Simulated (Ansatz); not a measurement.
Input file for Ansatz (an electronic-structure program):

Ansatz 0.2 input:
```yaml
crystal:
  lattice:
    - [1.8020038864, 1.0403874289, 6.0871487851]
    - [-1.8020038864, 1.0403874289, 6.0871487851]
    - [0.0, -2.0807748578, 6.0871487851]
  atoms:
    - { symbol: Ca, position: [0.7504984762, 0.7504984762, 0.7504984762] }
    - { symbol: Ca, position: [0.2495015238, 0.2495015238, 0.2495015238] }
    - { symbol: F, position: [0.0, 0.0, 0.0] }
kpoints:
  mp_grid: { grid: [13, 13, 13] }
hamiltonian:
  xc: lda
  pseudopotentials: { azcp: { folder: ./paw }, kind: paw }
scf:
  occupations: { method: fermi_dirac, width: 0.1 }
phonons:
  method: dfpt
  response_accuracy: low
  eigenvectors: true
  rigid_motions: translations
```

Output (shortened):

```
Pseudopotential: Ca, paw, valence charge 10
Pseudopotential: F, paw, valence charge 7
Functional definition: SPW92
Crystal: 3 atoms, lattice volume = 68.472 Å³
Basis set: ecut = 420 eV, 1317 PW (Γ), exchange–correlation on 90×90×90 points (8 copies of the dense FFT grid, shifted against one another)
Bands: 18, of which v1, the nominal top of the filled ones, is band 14 counted from 1 (13 counted from 0)
Symmetry: 12 space group operations
k-points: 595 of 2197 (irreducible under 2 space group operations, time reversal used)
SCF iter   1: F=—  HF=-4369.531243 eV  |F-HF|=—  |Δ(HF+E_count)|=         —  Δρ=5.27e-1  dr2=2.92e2  ethr=3.10e-3  ⟨swp⟩=7.6  Hψ=68552  notcnv=0
preconditioner: auto → Kerker (q_TF=auto, 2.336 Å⁻¹)
SCF iter   2: F=—  HF=-4353.363279 eV  |F-HF|=—  |Δ(HF+E_count)|=    1.62e1  Δρ=3.13e-1  dr2=3.73e1  ethr=3.10e-3  ⟨swp⟩=6.2  Hψ=53844  notcnv=0  defer=7
SCF iter   3: F=—  HF=-4343.456394 eV  |F-HF|=—  |Δ(HF+E_count)|=    9.91e0  Δρ=1.16e-1  dr2=8.10e0  ethr=3.10e-3  ⟨swp⟩=4.2  Hψ=31393  notcnv=0  defer=4
SCF iter   4: F=—  HF=-4341.832824 eV  |F-HF|=—  |Δ(HF+E_count)|=    1.62e0  Δρ=5.29e-2  dr2=2.84e0  ethr=3.10e-3  ⟨swp⟩=4.5  Hψ=32083  notcnv=0  defer=3
SCF iter   5: F=—  HF=-4341.311412 eV  |F-HF|=—  |Δ(HF+E_count)|=   5.21e-1  Δρ=1.41e-2  dr2=4.80e-1  ethr=3.10e-3  ⟨swp⟩=3.1  Hψ=19829  notcnv=0
SCF iter   6: F=—  HF=-4341.237117 eV  |F-HF|=—  |Δ(HF+E_count)|=   7.43e-2  Δρ=1.25e-2  dr2=2.13e-1  ethr=1.78e-3  ⟨swp⟩=2.7  Hψ=18050  notcnv=0  defer=7
SCF iter   7: F=—  HF=-4341.195467 eV  |F-HF|=—  |Δ(HF+E_count)|=   4.17e-2  Δρ=7.45e-3  dr2=6.36e-2  ethr=7.87e-4  ⟨swp⟩=2.8  Hψ=13215  notcnv=0  defer=11
SCF iter   8: F=—  HF=-4341.181503 eV  |F-HF|=—  |Δ(HF+E_count)|=   1.40e-2  Δρ=2.53e-3  dr2=7.89e-3  ethr=2.36e-4  ⟨swp⟩=2.1  Hψ=19262  notcnv=0  defer=1
SCF iter  15: F=-4341.179478 eV  HF=-4341.179478 eV  |F-HF|=4.55e-12  |Δ(HF+E_count)|=  5.46e-12  Δρ=1.32e-7  dr2=8.08e-12  ethr=1.00e-12  ⟨swp⟩=9.9  Hψ=68634  notcnv=0
SCF 1 converged in 15 iterations: F = -4341.179478 eV  dr2 = 8.08e-12
DFPT response loops at Γ: preconditioner auto → Kerker (q_TF=auto, 2.336 Å⁻¹) (partly filled bands, converged f_vac=0.000) …
SCF converged after 15 iterations
Free energy (F): -4341.179478 eV
Harris-Foulkes:  -4341.179478 eV  (|F-HF|=4.55e-12)
Internal energy: -4341.080515 eV  (E = F + TS)
E sigma→0 (E₀):  -4341.129996 eV
Entropy (-TS):   -0.098963 eV (-32.988 meV/atom)
Fermi energy:    7.857481 eV
--- Per-component energies (eV) ---
  E_band       = -329.417586
  E_kinetic    = 704.510641
  E_local      = -2217.613674  (includes V_loc(G=0)·N_el)
  E_nonlocal   = 276.334893
  E_hartree    = 770.235323
  E_xc         = -327.397479
  E_vxc        = -412.966307  (∫ρ·V_xc dr)
  E_paw        = -1837.459993  (= ΣΔE_a)
  E_vpaw       = -220.154555  (= ΣTr[D̂ρ^β])
  E_aug_tail   = 0.000685  (compensation charges beyond the density's cutoff)
  E_ewald      = -1710.370493
  E_core_change = 0.679584  (= ΣΔE_core)
  E_smearing   = -0.098963  (= −TS)
  E_closure    = 0.000000  (closes the sum)
  Σ components = -4341.179478   (vs F -4341.179478, Δ=0.00e0)
  [band-id]    e_kinetic+e_local+e_nonlocal+2·e_hartree+e_vxc+e_vpaw+e_augmentation_tail = -329.417674   (vs E_band -329.417586, Δ=-8.72e-5)
--- Band table (eV; the first three rows and the last of 595) ---
  k-point 0: bands = ["-33.7009", "-33.6644", "-18.0216", "-14.9272", "-14.8424", "-14.8261", "-14.8261", "-14.7974", "-14.7974", "-0.1750", "0.2072", "0.2072", "4.2214", "7.5218", "9.0512", "9.7180", "9.9504", "9.9504"]
  k-point 1: bands = ["-33.6986", "-33.6632", "-18.0188", "-14.9440", "-14.8449", "-14.8402", "-14.8295", "-14.8014", "-14.7918", "-0.1597", "0.1600", "0.2015", "4.3573", "7.5739", "9.0291", "9.7468", "9.8586", "10.0099"]
  k-point 2: bands = ["-33.6921", "-33.6599", "-18.0113", "-14.9781", "-14.8826", "-14.8497", "-14.8386", "-14.8124", "-14.7873", "-0.1192", "0.0407", "0.1855", "4.7319", "7.7202", "8.9959", "9.5154", "9.8620", "10.1764"]
  k-point 594: bands = ["-33.6830", "-33.6788", "-18.0159", "-14.9798", "-14.8386", "-14.8220", "-14.8206", "-14.8089", "-14.7855", "-0.2083", "0.1662", "0.2030", "5.3005", "6.2596", "8.9230", "9.2359", "10.1576", "10.1595"]
--- Phonons (Γ-DFPT): 4 representative perturbations + reference, on 595 of 2197 k-points (Σ response iterations 11) ---
  ASR residual: 5.672e-4 → 0.000e0 eV/Å²; symmetrization residual: 1.320e-5 eV/Å²
  ASR residual per site (eV/Å²): 5.67e-4 5.67e-4 2.96e-4
  Γ frequencies (cm⁻¹): -72.51 -72.51 0.00 0.00 0.00 38.01 70.90 70.90 185.95
  non-analytic LO–TO correction: not included (Born effective charges unavailable; polar crystals: no LO–TO splitting at Γ)
```

Cost: around 11 core-minutes (rough) on shared cores.

Space group R-3m. The start of the workflow was typed in or built on a structure type; neither database checked (COD, Materials Project) lists it. Whether it is the stable phase at ambient conditions was not checked. The LDA relaxation kept the symmetry of its start. At this level the phase is dynamically unstable (imaginary phonons). With an odd number of electrons in the cell and no spin polarisation, the count alone makes it a metal. As this level gives no gap, phonon frequencies hold no LO–TO term and depend on the k-mesh and smearing (Fermi–Dirac, 0.1 eV here).

Potentials: the earlier of the program's two PAW sets. The files were generated under PBE; for other functionals the program regenerates the frozen cores, and for LDA and PBEsol the local potential too.

Ansatz is a plane-wave DFT program.
